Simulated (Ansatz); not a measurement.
# From the elastic tensor of CrGe6Mo2 to moduli and sound speeds

Theory: Ansatz, DFT PBE, scalar-relativistic, plane waves, PAW. Settings: 420 eV plane-wave cutoff, Γ-centred 10×10×10 mesh, Fermi-Dirac smearing of 0.15 eV. No spin polarisation.

Space group Fmmm (No. 69), orthorhombic, a = 4.676 Å, b = 8.248 Å, c = 14.016 Å. Cr is surrounded by 10 Ge at 2.67–2.80 Å and 4 Mo at 3.30 Å; around Ge on a site of symmetry m2m lie 5 Ge at 2.65–2.76 Å, 2 Mo at 2.68 Å, 3 Cr at 2.69–2.80 Å and 4 Ge at 3.29 Å; Ge on a site of symmetry m has 5 Ge at 2.66–2.80 Å, 1 Cr at 2.67 Å, 4 Mo at 2.69–2.79 Å and 4 Ge at 3.29–3.34 Å; Mo is surrounded by 10 Ge at 2.68–2.79 Å, 2 Cr at 3.30 Å and 2 Mo at 3.31 Å.

The structure comes from a generated guess, relaxed at this level; another structure or a mixture of phases may lie lower. In a metal, frequencies and elastic constants depend on the k mesh and the smearing, soft modes and shear constants most.

Relaxed-ion constants (GPa, on the Cartesian axes of the calculation):
```
337.2  78.1  44.8   0.0   0.0   0.0
 78.2 293.9  76.2   0.0   0.0   0.0
 44.8  76.2 335.8   0.0   0.0   0.0
  0.0   0.0   0.0 134.8   0.0   0.0
  0.0   0.0   0.0   0.0  85.6   0.0
  0.0   0.0   0.0   0.0   0.0 133.8
```

Density 8.351 g/cm³; 9 atoms in 135.15 Å³.

With S = C⁻¹: B_V = (C11+C22+C33+2(C12+C13+C23))/9, G_V = (C11+C22+C33−C12−C13−C23+3(C44+C55+C66))/15, 1/B_R = S11+S22+S33+2(S12+S13+S23), 15/G_R = 4(S11+S22+S33−S12−S13−S23)+3(S44+S55+S66); Hill is their mean. Then v_l = √((B+4G/3)/ρ), v_t = √(G/ρ), v_m = [(2/v_t³+1/v_l³)/3]^(−1/3) and Θ = (ħ/k_B)·v_m·(6π²n/V)^(1/3) for n atoms in the volume V; E = 9BG/(3B+G), ν = (3B−2G)/(2(3B+G)) and A^U = 5G_V/G_R + B_V/B_R − 6.

```
Bulk modulus, Voigt / Reuss / Hill          : 151.7 / 151.7 / 151.7 GPa
Shear modulus, Voigt / Reuss / Hill         : 122.0 / 117.6 / 119.8 GPa
Young's modulus                             : 285 GPa
Poisson ratio                               : 0.187
Pugh ratio B/G                              : 1.27 (under 1.75, the rule of thumb for brittle)
Universal anisotropy index                  : 0.19
Longitudinal and transverse sound speeds    : 6107 and 3788 m/s
Debye temperature from the mean sound speed : 504 K
```
